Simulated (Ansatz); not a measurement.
PbO2:
```
PbO2
1.0
    4.99852     0.00000     0.00000
    0.00000     4.99852     0.00000
    0.00000     0.00000     3.41046
Pb O
2 4
Direct
  0.00000   0.00000   0.00000
  0.50000   0.50000   0.50000
  0.30765   0.30765   0.00000
  0.19235   0.80765   0.50000
  0.69235   0.69235   0.00000
  0.80765   0.19235   0.50000
```

Relaxed with PBEsol. Special points in fractions of this cell's reciprocal vectors: Γ (0.000, 0.000, 0.000); X (0.000, 0.500, 0.000); M (0.500, 0.500, 0.000); Z (0.000, 0.000, 0.500); R (0.000, 0.500, 0.500); A (0.500, 0.500, 0.500).

**Question.** List the band energies nearest the Fermi level at these points for the program Ansatz at the PBEsol with spin–orbit coupling level (PAW).

**Answer.** In eV from the Fermi level; about four levels below and three above (degenerate sets whole), none deeper than 8.9 eV; points with the same levels are listed once.

```csv
k,below,above
Γ,-0.59 -0.59 -0.57 -0.57,0.06 0.06 4.19 4.19
X,-0.41 -0.41 -0.41 -0.41,2.34 2.34 2.34 2.34
M,-0.50 -0.50 -0.50 -0.50,2.78 2.78 2.78 2.78
Z,-0.80 -0.80 -0.80 -0.80,3.69 3.69 3.69 3.69
R,-0.23 -0.23 -0.22 -0.22,4.00 4.00 4.01 4.01
A,-0.55 -0.55 -0.55 -0.55,2.75 2.75 2.75 2.75
```

Space group P4_2/mnm (rutile). The PBEsol relaxation kept the symmetry of its start; of distortions, only those at the zone centre were tested. A small band overlap can be real or an error of a semilocal functional.

Potentials: the later of the program's two PAW sets.
